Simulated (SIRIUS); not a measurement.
Set-up for a self-consistent single point of SnTe (Fm-3m, 8 atoms in the cell; from Materials Project mp-1883, changed as shown).

```
CELL_PARAMETERS angstrom
      6.24420     0.00000     0.00000
      0.00000     6.24420     0.00000
      0.00000     0.00000     6.24420
ATOMIC_POSITIONS crystal
  Sn 0.00000 0.00000 0.00000
  Sn 0.00000 0.50000 0.50000
  Sn 0.50000 0.00000 0.50000
  Sn 0.50000 0.50000 0.00000
  Te 0.50000 0.00000 0.00000
  Te 0.50000 0.50000 0.50000
  Te 0.00000 0.00000 0.50000
  Te 0.00000 0.50000 0.00000
```

Method: PBEsol, GBRV PBEsol ultrasoft pseudopotentials (plane waves; SIRIUS).

SIRIUS settings:

```
setting                                                                  value
--------------------------------------  --------------------------------------
parameters.ngridk                                                        4 4 4
parameters.xc_functionals                 [XC_GGA_X_PBE_SOL, XC_GGA_C_PBE_SOL]
parameters.gk_cutoff                                              6.325 1/bohr
parameters.pw_cutoff                                             14.143 1/bohr
parameters.smearing                                                fermi_dirac
parameters.smearing_width                                        0.00367493 Ha
potentials                              GBRV PBEsol ultrasoft pseudopotentials
parameters.electronic_structure_method                         pseudopotential
parameters.num_bands                                                        48
parameters.num_mag_dims                                                      0
parameters.num_dft_iter                                                    100
parameters.energy_tol                                                 1e-07 Ha
parameters.density_tol                                                   1e-06
mixer.type                                                            anderson
mixer.beta                                                                 0.5
mixer.use_hartree                                                        false
```

Results:

| Property | Value |
|---|---|
| Number of valence electrons | 80 |
| Number of bands | 48 |
| Number of k-points after the program's reduction | 10 |
| Number of plane waves (most at a k-point) | 7088 |
| Number of SCF iterations | 37 |
| FFT grid | 60 × 60 × 60 |
| Free energy E − TS | -10089.1634 eV |
| Pressure | 0.64 GPa |

Stress (GPa, positive for compression):
```
0.64  0.00  0.00
0.00  0.64  0.00
0.00  0.00  0.64
```

For comparison: a first run was changed to give this one (lattice scaled by 0.98), and from it to this one the free energy goes down by 8.8 meV/atom and the pressure goes from -2.03 to 0.64 GPa.

Spin-orbit coupling is left out, which matters for bands and gaps with elements this heavy. The structure comes from a collection of computed structures, made at another level of theory; the collection holds predicted forms beside known ones. No clean gap shows at this smearing width and mesh (spacing up to 0.25 Å⁻¹); the mesh is coarse for partly filled bands, so the values carry mesh errors. Semi-local functionals can close small gaps.

Cost on one core: roughly 2.6 core-minutes.
